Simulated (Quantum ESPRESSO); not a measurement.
Ga4N3C, input and log of a self-consistent run

Simulated, not a measurement. The program is pw.x of Quantum ESPRESSO 7.5 (plane-wave density functional theory). The cell is made up: 8 atoms on a zincblende/diamond lattice, with randomly drawn elements, strain and displacements, not relaxed. PseudoDojo standard norm-conserving files (v0.5 for PBE, v0.4.1 for LDA and PBEsol) set the functional; there is no spin polarisation, spin-orbit coupling or dispersion term, and the masses in the input are unused placeholders. A spin-polarised start on this cell or one of its family kept no moment.

Input:

```
&control calculation='scf', pseudo_dir='./dojo.nc.sr.pbe.v0_5.standard.upf', outdir='./o', disk_io='low', tprnfor=.true., tstress=.true. /
&system ibrav=0, nat=8, ntyp=3, nbnd=46, ecutwfc=84.00895049, nosym=.true., tot_charge=0,
 occupations='smearing', smearing='fd', degauss=0.0073498644
/
&electrons conv_thr=7.350e-09, electron_maxstep=60, /
ATOMIC_SPECIES
C 1.0 C.upf
Ga 1.0 Ga.upf
N 1.0 N.upf
CELL_PARAMETERS angstrom
4.4165 0.0245 0.0108
0.0245 4.4507 -0.0074
0.0106 -0.0073 4.5217
ATOMIC_POSITIONS angstrom
Ga 0.0395 -0.019 0.0278
Ga -0.0272 2.0988 2.2843
Ga 2.0474 -0.0065 2.3196
Ga 2.2202 2.3099 0.0932
N 1.1486 1.134 1.1725
N 1.1877 3.395 3.413
N 3.4288 1.1983 3.434
C 3.3137 3.4231 1.0863
K_POINTS automatic
6 6 6 1 1 1
```

The log is shortened where brackets say so; the opening notice, blank lines, dates and the lines on written files are dropped, and the path of the files is cut. It prints rydbergs, bohrs and kilobars, and counts compression as positive stress.

```
     Program PWSCF v.7.5
     Parallel version (MPI & OpenMP), running on       4 processor cores
     Number of MPI processes:                 4
     Threads/MPI process:                     1
     [start-up lines left out]
     bravais-lattice index     =            0
     lattice parameter (alat)  =       8.3461  a.u.
     unit-cell volume          =     599.7745 (a.u.)^3
     number of atoms/cell      =            8
     number of atomic types    =            3
     number of electrons       =        71.00
     number of Kohn-Sham states=           46
     kinetic-energy cutoff     =      84.0090  Ry
     charge density cutoff     =     336.0358  Ry
     scf convergence threshold =      7.3E-09
     mixing beta               =       0.7000
     number of iterations used =            8  plain     mixing
     Exchange-correlation= PBE
                           (   1   4   3   4   0   0   0)
     [axes and pseudopotential details left out]
   Cartesian axes
     site n.     atom                  positions (alat units)
         1        Ga     tau(   1) = (   0.0089436  -0.0043020   0.0062945  )
         2        Ga     tau(   2) = (  -0.0061586   0.4752092   0.5172100  )
         3        Ga     tau(   3) = (   0.4635712  -0.0014717   0.5252026  )
         4        Ga     tau(   4) = (   0.5026965   0.5230064   0.0211023  )
         5        N      tau(   5) = (   0.2600654   0.2567597   0.2654768  )
         6        N      tau(   6) = (   0.2689184   0.7686941   0.7727697  )
         7        N      tau(   7) = (   0.7763471   0.2713185   0.7775245  )
         8        C      tau(   8) = (   0.7502862   0.7750565   0.2459595  )
     number of k points=   108  Fermi-Dirac smearing, width (Ry)=  0.0073
     Number of k-points >= 100: set verbosity='high' to print them.
     Dense  grid:    62393 G-vectors     FFT dimensions: (  50,  50,  50)
     Estimated max dynamical RAM per process >     230.76 MB
     Estimated total dynamical RAM >     877.34 MB
     Initial potential from superposition of free atoms
     starting charge      70.9892, renormalised to      71.0000
     Starting wfcs are   52 randomized atomic wfcs
     total cpu time spent up to now is        3.6 secs
     per-process dynamical memory:   199.3 Mb
     Self-consistent Calculation
     iteration #  1     ecut=    84.01 Ry     beta= 0.70
     Davidson diagonalization with overlap
     ethr =  1.00E-02,  avg # of iterations =  4.2
     total cpu time spent up to now is       13.1 secs
     total energy              =    -685.16476006 Ry
     estimated scf accuracy    <       1.87851117 Ry
     iteration #  2     ecut=    84.01 Ry     beta= 0.70
     Davidson diagonalization with overlap
     ethr =  2.65E-03,  avg # of iterations =  2.2
     total cpu time spent up to now is       20.9 secs
     total energy              =    -685.70248182 Ry
     estimated scf accuracy    <       1.54062205 Ry
     iteration #  3     ecut=    84.01 Ry     beta= 0.70
     Davidson diagonalization with overlap
     ethr =  2.17E-03,  avg # of iterations =  2.0
     total cpu time spent up to now is       27.9 secs
     total energy              =    -685.97369083 Ry
     estimated scf accuracy    <       0.10817826 Ry
     iteration #  4     ecut=    84.01 Ry     beta= 0.70
     Davidson diagonalization with overlap
     ethr =  1.52E-04,  avg # of iterations =  4.5
     total cpu time spent up to now is       35.9 secs
     total energy              =    -685.99578687 Ry
     estimated scf accuracy    <       0.00498148 Ry
     iteration #  5     ecut=    84.01 Ry     beta= 0.70
     Davidson diagonalization with overlap
     ethr =  7.02E-06,  avg # of iterations =  9.6
     total cpu time spent up to now is       45.9 secs
     total energy              =    -685.99604729 Ry
     estimated scf accuracy    <       0.00503081 Ry
     [iterations 6 to 7 left out]
     iteration #  8     ecut=    84.01 Ry     beta= 0.70
     Davidson diagonalization with overlap
     ethr =  1.14E-07,  avg # of iterations =  2.0
     total cpu time spent up to now is       66.3 secs
     total energy              =    -685.99687584 Ry
     estimated scf accuracy    <       0.00001676 Ry
     iteration #  9     ecut=    84.01 Ry     beta= 0.70
     Davidson diagonalization with overlap
     ethr =  2.36E-08,  avg # of iterations =  2.9
     total cpu time spent up to now is       73.2 secs
     total energy              =    -685.99687971 Ry
     estimated scf accuracy    <       0.00000227 Ry
     iteration # 10     ecut=    84.01 Ry     beta= 0.70
     Davidson diagonalization with overlap
     ethr =  3.19E-09,  avg # of iterations =  2.9
     total cpu time spent up to now is       80.5 secs
     total energy              =    -685.99688027 Ry
     estimated scf accuracy    <       0.00000005 Ry
     iteration # 11     ecut=    84.01 Ry     beta= 0.70
     Davidson diagonalization with overlap
     ethr =  7.26E-11,  avg # of iterations =  3.8
     total cpu time spent up to now is       89.5 secs
     total energy              =    -685.99688030 Ry
     estimated scf accuracy    <          7.7E-09 Ry
     iteration # 12     ecut=    84.01 Ry     beta= 0.70
     Davidson diagonalization with overlap
     ethr =  1.08E-11,  avg # of iterations =  2.0
     total cpu time spent up to now is       97.6 secs
     End of self-consistent calculation
     Number of k-points >= 100: set verbosity='high' to print the bands.
     the Fermi energy is    11.2160 ev
!    total energy              =    -685.99688030 Ry
     estimated scf accuracy    <          2.9E-10 Ry
     smearing contrib. (-TS)   =      -0.00794070 Ry
     internal energy E=F+TS    =    -685.98893960 Ry
     The total energy is F=E-TS. E is the sum of the following terms:
     one-electron contribution =    -205.71213292 Ry
     hartree contribution      =     172.35084084 Ry
     xc contribution           =    -190.80747655 Ry
     ewald contribution        =    -461.82017098 Ry
     convergence has been achieved in  12 iterations
     Forces acting on atoms (cartesian axes, Ry/au):
     atom    1 type  2   force =    -0.01757441    0.03012430   -0.00083108
     atom    2 type  2   force =     0.03233699    0.13044534   -0.05572309
     atom    3 type  2   force =     0.14585793    0.03761766   -0.03793328
     atom    4 type  2   force =    -0.00180446   -0.04954714   -0.04897680
     atom    5 type  3   force =    -0.01744968    0.01167538   -0.04089339
     atom    6 type  3   force =    -0.06924308   -0.08949566    0.03458730
     atom    7 type  3   force =    -0.10500613   -0.07320299    0.06096752
     atom    8 type  1   force =     0.03288284    0.00238310    0.08880282
     Total force =     0.310737     Total SCF correction =     0.000061
     Computing stress (Cartesian axis) and pressure
          total   stress  (Ry/bohr**3)                   (kbar)     P=      214.10
   0.00146727   0.00034690  -0.00052119          215.84       51.03      -76.67
   0.00034690   0.00141722  -0.00050252           51.03      208.48      -73.92
  -0.00052119  -0.00050252   0.00148182          -76.67      -73.92      217.98
     init_run     :      3.35s CPU      3.55s WALL (       1 calls)
     electrons    :     93.29s CPU     94.00s WALL (       1 calls)
     forces       :      1.14s CPU      1.14s WALL (       1 calls)
     stress       :      4.04s CPU      4.04s WALL (       1 calls)
     [timing details left out]
     PWSCF        :   1m41.92s CPU   1m42.87s WALL
     JOB DONE.
```

In other units: free energy -9333.463 eV for the cell, pressure 21.41 GPa, largest force component 3.750 eV/Å. A rerun of the same cell at another strain at 1437 eV and a 8 x 8 x 8 mesh moved values by no more than 0.005 eV in energy, 0.05 GPa in stress and 0.004 eV/Å in force.